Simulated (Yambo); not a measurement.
G0W0@LDA for AgBr (rock salt, space group Fm-3m, No. 225) in Yambo. Reference settings: 4×4×4 Γ-centred k mesh, bands 5 to 114 and a 10 Ry block in the screening, 114 bands in G with the Bruneval-Gonze terminator, plasmon pole fitted at 27.2 eV. The LDA gap L → Γ on this mesh is 0.38 eV; G0W0 gaps are taken between the same points.

The settings were changed. The gap went from 1.81 eV to 1.72 eV, and the shift of the valence edge from -0.87 eV to -0.73 eV.

### Question
What was changed between the two runs?
A) 8 Ry block
B) no terminator
C) 43 bands in G
D) 52 bands in W

### Answer
B, no terminator. The others gave (gap, valence shift): 52 bands in W: 1.84, -0.74 eV; 8 Ry block: 1.79, -0.84 eV; 43 bands in G: 1.83, -0.86 eV.

Spin-orbit coupling is not included.

Geometry relaxed with LDA; primitive cell a = 3.949 Å, b = 3.949 Å, c = 3.949 Å, α = 60.00°, β = 60.00°, γ = 60.00°.

A shift is the quasiparticle energy of the state minus its LDA energy.
